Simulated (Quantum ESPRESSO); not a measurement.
KSc2F7 is modelled in the orthorhombic space group Cmmm (No. 65), Pearson symbol oS20. Lattice parameters: a = 6.544 Å, b = 10.590 Å, c = 4.048 Å, α = β = γ = 90.00°. F1 on 4i is coordinated by 2 Sc at 2.027 Å and 1 K at 3.143 Å. F2 on 8q is surrounded by 2 Sc at 2.100–2.121 Å and 2 K at 2.821 Å. F3 on 2c has 2 Sc at 2.048 Å (linear). K on 2a is surrounded by 8 F at 2.821 Å and 2 F at 3.143 Å. Sc on 4j is coordinated by 7 F at 2.027–2.121 Å. (Neighbours: up to the widest gap in distance over summed covalent radii, below 1.35, at either atom; cation-cation contacts left out.)
(The calculation used a cell of 10 atoms; values per cell refer to that cell.)

The geometry is that of Materials Project entry mp-28439, symmetrised and not relaxed again.

What does norm-conserving PBEsol (Quantum ESPRESSO, 84 Ry, no spin-orbit coupling) give for the electronic structure near the Fermi level?

The PBEsol gap is indirect, 5.87 eV, from Γ to Y; the smallest direct gap is 5.89 eV. 

The structure is a Materials Project entry; no match was found in the copy of COD used, and its stability was not checked.

Letters of k points follow the standard setting of the lattice, whose axes may be ordered differently from the printed cell.
